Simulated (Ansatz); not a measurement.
Input:

KTaO₃:
```xyz
5
Lattice="3.9514 0.0000 0.0000 0.0000 3.9514 0.0000 0.0000 0.0000 3.9514" Properties=species:S:1:pos:R:3 pbc="T T T"
K      1.9757     1.9757     1.9757
Ta     0.0000     0.0000     0.0000
O      0.0000     1.9757     0.0000
O      1.9757     0.0000     0.0000
O      0.0000     0.0000     1.9757
```

This is the LDA-relaxed structure.

### Question
All from LDA in the plane-wave PAW code Ansatz, unless another level is named. Give the band gap.

### Answer
2.14 eV (indirect).

### Question
Give the electron effective mass, band 3 of 3 at the edge.

### Answer
0.26 along [100], 0.26 along [110], 0.35 along [111] (mₑ).

### Question
Give the conduction-band minimum.

### Answer
at Γ.

### Question
And the valence-band maximum?

### Answer
at R.

Space group Pm-3m (cubic perovskite). The cell was relaxed with LDA under the symmetry of its start. No spin polarisation was allowed. Spin–orbit coupling is left out wherever it is not named.

Potentials: the earlier of the program's two PAW sets. The files were generated under PBE; for other functionals the program regenerates the frozen cores, and for LDA and PBEsol the local potential too.
